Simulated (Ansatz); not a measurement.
Computed properties of Ga

Ga:
```xyz
1
Lattice="-1.4003 1.4003 2.2604 1.4003 -1.4003 2.2604 1.4003 1.4003 -2.2604" Properties=species:S:1:pos:R:3 pbc="T T T"
Ga     0.0000     0.0000     0.0000
```

Space group I4/mmm (No. 139), body-centred tetragonal; conventional cell a = 2.8005 Å, b = 2.8005 Å, c = 4.5208 Å, α = 90.00°, β = 90.00°, γ = 90.00°.

Method: DFT-PBEsol in the program Ansatz with PAW potentials. The cell and atoms are relaxed at this level. Other levels are named where they apply.

**Cell and energy**

- Volume per atom: 17.73 Å³
- Density: 6.53 g/cm³

**Electronic structure**

* **Electronic character**: metallic (no gap)
* **Density of states at the Fermi level**: 0.36 states/eV per atom (mean over ±0.08 eV)
* **Gap with spin–orbit coupling**: none (metallic)

**Mechanics**

- Bulk modulus (Birch–Murnaghan fit): 59.9 GPa
- Pressure derivative B′: 4.9
- Elastic constants (relaxed ions, GPa): C11 = 87.7, C12 = 42.3, C13 = 52.5, C33 = 68.4, C44 = 3.6, C66 = 14.1
- Mechanical stability: stable (all eigenvalues of C positive)
- Hill bulk and shear moduli: 59.7 and 8.5 GPa
- Young's modulus: 24.4 GPa
- Poisson's ratio: 0.43
- Debye temperature from the elastic constants: 148 K

The workflow started from a Materials Project entry (that database holds measured and hypothetical structures alike); the Crystallography Open Database copy checked does not list it. It is not the phase usual at ambient conditions (space group No. 64). Symmetry was held in the PBEsol relaxation; its stability against distortions is not shown here. As this level gives no gap, shear constants depend on the k-mesh and smearing (Fermi–Dirac, 0.1 eV here). Axis ratios of metals converge slowly with the k-mesh, so a and c are less sure than the volume. Scalar-relativistic: spin–orbit coupling is off unless named, which matters more the heavier the elements.

Potentials: the earlier of the program's two PAW sets. The files were generated under PBE; for other functionals the program regenerates the frozen cores, and for LDA and PBEsol the local potential too.
